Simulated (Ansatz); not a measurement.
Ti$_{5}$Si in space group R32 (No. 155; Ti on 6c, Ti on 9d, Si on 3b) at seven volumes, PBE in the plane-wave PAW code Ansatz, shape and atoms relaxed at each. One row is withheld.

```
V (Å³/atom)  P (GPa)
-----------  -------
14.855         13.62
15.345             ?
15.835          3.91
16.324          0.00
16.814         -3.39
17.304         -6.32
17.794         -8.85
```

Q: Fit the shown pressures and predict the withheld one.

A: Third-order Birch–Murnaghan: P = (3/2)B₀(x^(7/2) − x^(5/2))[1 + (3/4)(B′ − 4)(x − 1)] with x = (V₀/V)^(2/3). Least squares on the six rows gives V₀ = 16.324 Å³/atom, B₀ = 120.9 GPa, B′ = 3.77. At V = 15.345, x = 1.0421 and P = 8.40 GPa. The run itself gave 8.42 GPa.

The workflow started from a Materials Project entry (that database holds measured and hypothetical structures alike); the Crystallography Open Database copy checked does not list it. Its standing as an ambient phase is unchecked. The cell was relaxed with PBE under the symmetry of its start; whether a distortion lowers the energy is not shown. The run is not spin-polarised.

Potentials: the later of the program's two PAW sets.
